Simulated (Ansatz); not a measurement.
SiO₂ (rutile)

```xyz
6
Lattice="4.1945 0.0000 0.0000 0.0000 4.1945 0.0000 0.0000 0.0000 2.6782" Properties=species:S:1:pos:R:3 pbc="T T T"
Si     2.0973     2.0973     1.3391
Si     0.0000     0.0000     0.0000
O      3.3810     3.3810     1.3391
O      1.2838     2.9108     0.0000
O      2.9108     1.2838     0.0000
O      0.8135     0.8135     1.3391
```

The slice is a (010) plane (indices of the conventional cell) through the point (0.694, 0.306, 0.000) (fractional), spanned by u = [001] and v = [100] in vectors of this cell: u (2.68 Å) and v (4.19 Å, at 90° to u). It covers one period; positions are fractions (u, v).

Calculation: PBEsol (plane waves to 420 eV, PAW, scalar-relativistic; Ansatz, a quantum-chemistry and plane-wave program). k mesh 8×8×12. Near the nuclei the fields are pseudised (PAW); where an atom keeps semicore shells as valence, they peak there. SiO2 was relaxed with its symmetry unable to fall. The PAW data are Ansatz's earlier set.

Problem. Predict the map of the density of the lowest conduction band (whole band as if filled, smooth part) on the slice.

Solution. 
```
|99752000111110002579|
|77531000122210001357|
|54310001222221000134|
|22100011233321100012|
|00000012334332100000|
|00000123344433210000|
|00001123344433211000|
|00001223334333221000|
|00011222333332221100|
|00011122222222211100|
|00001111111111111000|
|00001111000001111000|
|00000111000001110000|
|00000111111111110000|
|00000112222222110000|
|00000112222222110000|
|00000012233322100000|
|00000001222221000000|
|00000000111110000000|
|00000000000000000000|
|00000000000000000000|
|00000000000000000000|
|00000000000000000000|
|00000000000000000000|
|00000000000000000000|
|00000000000000000000|
|00000000000000000000|
|22211000000000001122|
|44432100000000012344|
|67653100000000013567|
|99864100000000014689|
|99863100011100013689|
```
Scale: ten equal steps from 0.002 (start of '0') to 0.262 (end of '9'), in the order '0123456789'. Values: density of the lowest conduction band (whole band as if filled, smooth part) in e/Å³. The map has 20 points along u (one character each, u = 0 at the left) and 32 along v (v = 0 in the bottom row).
